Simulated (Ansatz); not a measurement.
Mo3S4 in space group R-3 (No. 148; Mo on 18f, S on 18f, S on 6c) under volume change, DFT-PBEsol in the program Ansatz with PAW potentials, shape and atoms relaxed at each volume.

| V (Å³/atom) | E − E(relaxed) (meV/atom) | P (GPa) |
|---|---|---|
| 16.982 | 43.0 | 8.94 |
| 17.542 | 18.1 | 5.47 |
| 18.102 | 4.3 | 2.51 |
| 18.662 | 0.0 | 0.00 |
| 19.222 | 3.8 | -2.13 |
| 19.781 | 14.4 | -3.89 |
| 20.341 | 30.6 | -5.31 |

### Question
What does a third-order Birch–Murnaghan fit give for V₀, B₀ and B′?

### Answer
V₀ = 18.66 Å³/atom, B₀ = 76.0 GPa, B′ = 4.7.

The first step of the workflow began from a Materials Project structure, measured or hypothetical; the Crystallography Open Database files this formula in space group No. 148, but the cells were not matched. Its standing as an ambient phase is unchecked. The cell was relaxed with PBEsol under the symmetry of its start; whether a distortion lowers the energy is not shown. No spin polarisation was allowed.

Potentials: the later of the program's two PAW sets.
